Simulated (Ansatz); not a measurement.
**Computed scan of one atom of the cell: NiO (rock salt)**

Starting cell, NiO (rock salt):

```xyz
2
Lattice="0.0000 2.0953 2.0953 2.0953 0.0000 2.0953 2.0953 2.0953 0.0000" Properties=species:S:1:pos:R:3 pbc="T T T"
O      0.0000     0.0000     0.0000
Ni     2.0953     2.0953     2.0953
```

In this cell atom 1 (O, nearest neighbour Ni at 2.095 Å; its periodic images, 3.0 Å or more away, move with it) is moved by s along Cartesian [110], unit vector (0.707, 0.707, 0.000); all other atoms and the cell stay fixed.

Calculation: r2SCAN (plane waves to 500 eV, PAW, scalar-relativistic; Ansatz, a program for electronic structure). k mesh 11×11×11 (Γ-centred), Fermi-Dirac smearing 0.05 eV. Energies are smeared free energies. Compression counts positive. F∥ is the force on the atom along that direction. NiO is run spin-polarised and with no Hubbard U; the real compound is an antiferromagnetic insulator, a state that this run doesn't describe. NiO was relaxed with its symmetry unable to fall. Relaxed NiO ends ferromagnetic. The PAW data are Ansatz's earlier set. Other magnetic orders were not checked, so this need not be the ground state. The zero of ΔE is the undisplaced structure.

| s (Å) | ΔE (meV/cell) | moment (μB/cell) | P (GPa) | F∥ (eV/Å) |
|---|---|---|---|---|
| -0.420 | 488 | 2.00 | 18.7 | 2.932 |
| -0.336 | 279 | 2.00 | 11.6 | 2.058 |
| -0.252 | 139 | 2.00 | 6.3 | 1.309 |
| -0.168 | 55 | 2.00 | 2.7 | 0.726 |
| -0.084 | 13 | 2.00 | 0.7 | 0.308 |
| 0.000 | 0 | 2.00 | 0.0 | 0.000 |
| 0.084 | 13 | 2.00 | 0.7 | -0.308 |
| 0.168 | 55 | 2.00 | 2.7 | -0.726 |
| 0.252 | 139 | 2.00 | 6.3 | -1.309 |
| 0.336 | 279 | 2.00 | 11.6 | -2.058 |
| 0.420 | 488 | 2.00 | 18.7 | -2.932 |

Derived quantities:

The energy at s = 0.420 Å comes out as 488 meV/cell and the force along the line at s = -0.420 Å is 2.93 eV/Å. The force constant k = d²E/ds² at s = 0 (finite differences) is 3.45 eV/Å² and the zone-centre optical wavenumber from k (transverse: no LO-TO term) comes out as 273 cm⁻¹. Symmetry of the curve: even: the same for both signs. Shape of the curve: a single well with its minimum at or next to zero displacement. Harmonic estimate at the end of the scan: ½ks² = 304 meV/cell against the computed 488 meV/cell, so the well is stiffer than harmonic there.

(A displaced cell: forces are minus the slopes of the energy, force constants its curvatures, and phonons follow from these.)
